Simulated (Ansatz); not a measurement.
LiF:
Space group Fm-3m (No. 225); a = 3.908 Å, b = 3.908 Å, c = 3.908 Å, α = 90.00°, β = 90.00°, γ = 90.00°

```csv
atom,site,symmetry,x,y,z
Li,4a,m-3m,0.0000,0.0000,0.0000
F,4b,m-3m,0.5000,0.5000,0.5000
```
(The calculation used a cell of 2 atoms; values per cell refer to that cell.)

This is the LDA-relaxed structure.

Q: All from LDA (plane waves, PAW; program Ansatz), unless another level is named. Estimate the Hill bulk and shear moduli.

A: 86.9 and 62.4 GPa.

Q: Predict the vibrational entropy at 300 K.

A: 16.5 J/(K·mol of atoms).

The cell was relaxed with LDA under the symmetry of its start; phonons on a q-mesh show no instability.

Potentials: the earlier of the program's two PAW sets.
